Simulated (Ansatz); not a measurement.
AlNi (CsCl type)

```yaml
crystal:
  lattice:
    - [2.86217, 0.00000, 0.00000]
    - [0.00000, 2.86217, 0.00000]
    - [0.00000, 0.00000, 2.86217]
  atoms:
    - { symbol: Al, position: [0.00000, 0.00000, 0.00000] }
    - { symbol: Ni, position: [0.50000, 0.50000, 0.50000] }
```

Two coordinates are scanned: the volume, and the ratio of the stretch along z (the conventional c axis) to the stretch across it. Atoms keep their fractional coordinates.

Level of theory: PBEsol (plane waves to 420 eV, PAW, scalar-relativistic; Ansatz, a quantum-chemistry and plane-wave program). k mesh 16×16×16 (Γ-centred), Fermi-Dirac smearing 0.05 eV. Compression counts positive. With partly filled bands, the response to shear is sensitive to the k mesh, so small differences along c/a are uncertain. AlNi is run without spin polarisation. AlNi was relaxed with its symmetry unable to fall.

At one point of the scan the stress tensor (GPa) is:

```
   -8.0      0.0      0.0
    0.0     -8.0      0.0
    0.0      0.0     -8.0
```

Which point is it?
(A) V/V₀ = 1.053, (c/a)/(c/a)₀ = 1.000
(B) V/V₀ = 1.080, (c/a)/(c/a)₀ = 1.027
(C) V/V₀ = 1.053, (c/a)/(c/a)₀ = 1.040
(D) V/V₀ = 1.080, (c/a)/(c/a)₀ = 0.960

A, V/V₀ = 1.053, (c/a)/(c/a)₀ = 1.000

(Under strain, the slope of the energy per volume gives the stress and its curvature an elastic modulus.)
